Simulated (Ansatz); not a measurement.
GaRh3C:
```yaml
crystal:
  lattice:
    - [4.04082, 0.00000, 0.00000]
    - [0.00000, 4.04082, 0.00000]
    - [0.00000, 0.00000, 4.04082]
  atoms:
    - { symbol: Ga, position: [0.00000, 0.00000, 0.00000] }
    - { symbol: Rh, position: [0.00000, 0.50000, 0.50000] }
    - { symbol: Rh, position: [0.50000, 0.00000, 0.50000] }
    - { symbol: Rh, position: [0.50000, 0.50000, 0.00000] }
    - { symbol: C, position: [0.50000, 0.50000, 0.50000] }
```

Relaxed with PBE. Special points in fractions of this cell's reciprocal vectors: Γ (0.000, 0.000, 0.000); X (0.000, 0.500, 0.000); M (0.500, 0.500, 0.000); R (0.500, 0.500, 0.500).

List the band energies nearest the Fermi level at these points for PBE with spin–orbit coupling in the plane-wave PAW code Ansatz.

In eV from the Fermi level; about four levels below and three above (degenerate sets whole), none deeper than 8.9 eV; points with the same levels are listed once.

| k | below | above |
|---|---|---|
| Γ | -1.67 -1.67 -0.14 -0.14 | 0.03 0.03 0.03 0.03 |
| X | -1.09 -1.09 -0.03 -0.03 | 0.57 0.57 0.64 0.64 |
| M | -1.13 -1.13 -0.71 -0.71 | 0.62 0.62 0.77 0.77 |
| R | -0.13 -0.13 -0.13 -0.13 | 1.14 1.14 2.96 2.96 2.96 2.96 |

Space group Pm-3m (anti-perovskite). The start of the workflow was typed in or built on a structure type; neither database checked (COD, Materials Project) lists it. Its standing as an ambient phase is unchecked. Symmetry was held in the PBE relaxation; whether a distortion lowers the energy is not shown. No spin polarisation was allowed.

Potentials: the earlier of the program's two PAW sets.
